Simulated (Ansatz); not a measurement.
YAlGe:
```yaml
crystal:
  lattice:
    - [2.01750, -5.23434, 0.00000]
    - [2.01750, 5.23434, 0.00000]
    - [0.00000, 0.00000, 5.75723]
  atoms:
    - { symbol: Y, position: [0.68984, 0.31016, 0.75000] }
    - { symbol: Y, position: [0.31016, 0.68984, 0.25000] }
    - { symbol: Ge, position: [0.39497, 0.60503, 0.75000] }
    - { symbol: Ge, position: [0.60503, 0.39497, 0.25000] }
    - { symbol: Al, position: [0.00000, 0.00000, 0.50000] }
    - { symbol: Al, position: [0.00000, 0.00000, 0.00000] }
```

Relaxed with r²SCAN.

Which orbitals make up the states near the Fermi level in DFT-r²SCAN in the program Ansatz with PAW potentials?

Within 0.5 eV of the Fermi level: Y 4d 47 %, Ge 4p 29 %, Al 3p 12 %, Al 3s 6 %. Projections are on Löwdin-orthogonalised atomic valence shells; empty p or d shells of many metals are not among them.

Tabulate the density of states.

States/eV per cell of 6 atoms, in 0.25 eV bins, energy from the Fermi level.

```csv
E (eV),total,Y 4d,Ge 4p,Al 3p
-7.85,0.00,0.00,0.00,0.00
-7.60,0.46,0.05,0.18,0.02
-7.35,0.53,0.07,0.19,0.04
-7.10,0.55,0.07,0.19,0.06
-6.85,0.61,0.08,0.20,0.09
-6.60,0.58,0.08,0.18,0.09
-6.35,0.69,0.10,0.21,0.12
-6.10,1.04,0.15,0.33,0.19
-5.85,1.43,0.20,0.46,0.25
-5.60,1.98,0.29,0.67,0.31
-5.35,2.52,0.34,0.89,0.35
-5.10,2.28,0.36,0.78,0.32
-4.85,1.67,0.30,0.56,0.27
-4.60,1.17,0.18,0.44,0.25
-4.35,1.07,0.14,0.43,0.25
-4.10,1.91,0.25,0.84,0.51
-3.85,2.42,0.32,1.11,0.67
-3.60,1.79,0.24,0.83,0.47
-3.35,2.14,0.33,1.03,0.51
-3.10,3.02,0.54,1.52,0.61
-2.85,2.83,0.56,1.29,0.59
-2.60,2.73,0.54,1.01,0.82
-2.35,2.80,0.64,0.94,0.87
-2.10,3.71,1.04,1.16,1.15
-1.85,4.70,1.55,1.56,1.20
-1.60,3.68,1.36,1.31,0.73
-1.35,3.91,1.47,1.39,0.72
-1.10,3.82,1.52,1.45,0.55
-0.85,2.25,0.93,0.81,0.32
-0.60,2.08,0.91,0.66,0.28
-0.35,2.07,0.91,0.66,0.25
-0.10,1.75,0.82,0.50,0.20
0.15,1.33,0.64,0.36,0.15
0.40,1.32,0.65,0.31,0.15
0.65,1.77,0.89,0.34,0.20
0.90,3.10,1.66,0.48,0.34
1.15,2.98,1.70,0.38,0.34
1.40,3.42,2.10,0.32,0.40
1.65,2.71,1.60,0.25,0.29
1.90,3.69,2.14,0.32,0.41
2.15,4.37,2.51,0.37,0.48
2.40,4.23,2.39,0.30,0.50
2.65,4.13,2.33,0.30,0.50
2.90,3.92,2.16,0.26,0.46
3.15,4.49,2.43,0.30,0.51
3.40,4.25,2.32,0.31,0.48
3.65,4.21,2.24,0.34,0.51
3.90,4.35,2.37,0.37,0.54
4.15,5.45,3.07,0.45,0.69
4.40,5.81,3.22,0.50,0.84
4.65,5.73,3.09,0.58,0.70
```

Space group Cmcm. The workflow started from an entry of the Crystallography Open Database (COD). Its standing as an ambient phase is unchecked. The cell was relaxed with r²SCAN under the symmetry of its start; its stability against distortions is not shown here. The run is not spin-polarised. Scalar-relativistic: spin–orbit coupling is off unless named, which matters more the heavier the elements.

Potentials: the later of the program's two PAW sets.
